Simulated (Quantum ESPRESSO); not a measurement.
**Kohn-Sham bands of TlBr (CsCl type)**

```
TlBr
1.0
    3.99991     0.00000     0.00000
    0.00000     3.99991     0.00000
    0.00000     0.00000     3.99991
Tl Br
1 1
Direct
  0.00000   0.00000   0.00000
  0.50000   0.50000   0.50000
```

Cell from Materials Project (mp-22875), symmetrised, no further relaxation. COD (Crystallography Open Database) has an entry of this formula and space group (matched by these alone). Computed values, not measurements, from PBEsol: Quantum ESPRESSO (norm-conserving PseudoDojo potentials, cutoff 50 Ry, spinors with spin-orbit coupling) on a Γ-centred 6×6×6 mesh, then Wannier90. Density: 8×8×8 mesh, cold smearing 0.01 Ry.

Task: List the Kohn-Sham levels between −8 and 4.2 eV relative to the valence-band maximum at the high-symmetry points, as a band run of pw.x on that density gives them (levels within 2 meV counted together).

Result: 
```tsv
point	k (reciprocal lattice)	levels (eV)
Γ	0.000 0.000 0.000	-4.68 (×2), -1.69 (×2), -1.13 (×4)
X	0.000 0.500 0.000	-5.51 (×2), -1.04 (×2), -0.63 (×2), 0.00 (×2), 1.57 (×2)
M	0.500 0.500 0.000	-3.76 (×2), -3.00 (×2), -2.91 (×2), -0.72 (×2), 4.13 (×2)
R	0.500 0.500 0.500	-2.78 (×2), -2.17 (×2), -1.80 (×4), 1.21 (×2), 2.39 (×4)
```
